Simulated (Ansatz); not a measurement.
Polymorphs of SnGe, each relaxed with DFT-PBE in the program Ansatz with PAW potentials:

A: P-6m2
a = b = 4.0074 Å, c = 3.6260 Å, α = β = 90.00°, γ = 120.00°

| atom | site | symmetry | x | y | z |
|---|---|---|---|---|---|
| Sn | 1a | -6m2 | 0.0000 | 0.0000 | 0.0000 |
| Ge | 1f | -6m2 | 0.6667 | 0.3333 | 0.5000 |

B: Pmma
a = 4.3692 Å, b = 4.4054 Å, c = 6.2622 Å, α = β = γ = 90.00°

```tsv
atom	site	symmetry	x	y	z
Ge	2e	mm2	0.2500	0.0000	0.1097
Sn	2f	mm2	0.2500	0.5000	0.3569
```

C: CsCl type (Pm-3m)
a = b = c = 3.6113 Å, α = β = γ = 90.00°

```tsv
atom	site	symmetry	x	y	z
Sn	1a	m-3m	0.0000	0.0000	0.0000
Ge	1b	m-3m	0.5000	0.5000	0.5000
```

Question: Rank these by energy per atom at 0 K (lowest first), as PBE gives it.

Answer: B (+0 meV/atom), A (+150 meV/atom), C (+162 meV/atom)

Constructed cells (a structure type filled with these elements, in neither database checked): A; C. Typed or built starts, not in the databases checked: B. All cells were relaxed under the symmetry of their starts (and spin orders); stability against distortions was not tested throughout. Spin–orbit coupling is left out wherever it is not named.

Energies hold the estimated change up to a 700 eV cutoff; steps of a few meV lie near the error of the meshes.

Potentials: the earlier of the program's two PAW sets.
